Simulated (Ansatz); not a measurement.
LuSi$_{2}$Os$_{2}$ in space group I4/mmm (No. 139; Os on 4d, Lu on 2a, Si on 4e), PBE in the plane-wave PAW code Ansatz, all energies at zero smearing, with the estimated change up to a 700 eV cutoff added, with one set of potentials and settings (totals compare only within such a set). Cell of 5 atoms (2 Os, 1 Lu, 2 Si): -38776.446 eV.

```csv
element,reference phase,E (eV/atom)
Os,"P6_3/mmc, 2 atoms in the cell",-11384.5491
Lu,"P6_3/mmc, 2 atoms in the cell",-14732.4262
Si,"Fd-3m, 2 atoms in the cell",-635.8096
```

Formation energy per atom, worked out: (-38776.446 − 2×(-11384.5491) − 1×(-14732.4262) − 2×(-635.8096))/5 = -0.661 eV/atom (-64 kJ per mol of atoms), at 0 K, without zero-point energy or fitted corrections.

The workflow started from an entry of the Crystallography Open Database (COD). Whether it is the stable phase at ambient conditions was not checked. The PBE relaxation kept the symmetry of its start; its stability against distortions is not shown here. No spin polarisation was allowed. The references are the lowest solids computed at this level, not always the standard phases. Scalar-relativistic: spin–orbit coupling is off unless named, which matters more the heavier the elements.

Potentials: the later of the program's two PAW sets.
